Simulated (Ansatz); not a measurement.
Cell and atoms are relaxed with the symmetry kept. Start:

```
CELL_PARAMETERS angstrom
4.05000 0.00000 0.00000
0.00000 4.05000 0.00000
0.00000 0.00000 4.05000
ATOMIC_POSITIONS crystal
K 0.00000 0.00000 0.00000
Zn 0.50000 0.50000 0.50000
F 0.50000 0.50000 0.00000
F 0.00000 0.50000 0.50000
F 0.50000 0.00000 0.50000
```

Theory: DFT PBE, scalar-relativistic, plane waves, PAW in Ansatz 0.2.0.

Cutoff 420 eV; k points 6×6×6 on the computed 5-atom cell (Γ-centred); Gaussian smearing, width 0.02 eV; no spin polarisation.

**Question.** What does it relax to?

**Answer.** The volume increases by 0.78 Å³/atom to 14.06 Å³/atom, and the energy falls by 10.5 meV/atom. Final structure:
```
CELL_PARAMETERS angstrom
4.12756 0.00000 0.00000
0.00000 4.12756 0.00000
0.00000 0.00000 4.12756
ATOMIC_POSITIONS crystal
K 0.00000 0.00000 0.00000
Zn 0.50000 0.50000 0.50000
F 0.50000 0.50000 0.00000
F 0.00000 0.50000 0.50000
F 0.50000 0.00000 0.50000
```

Symmetry holds off the tilts and polar distortions that many cubic perovskites undergo.

Cost: 1 run of about 0.29 core-minutes, on Arm Neoverse V2 (shared hosts).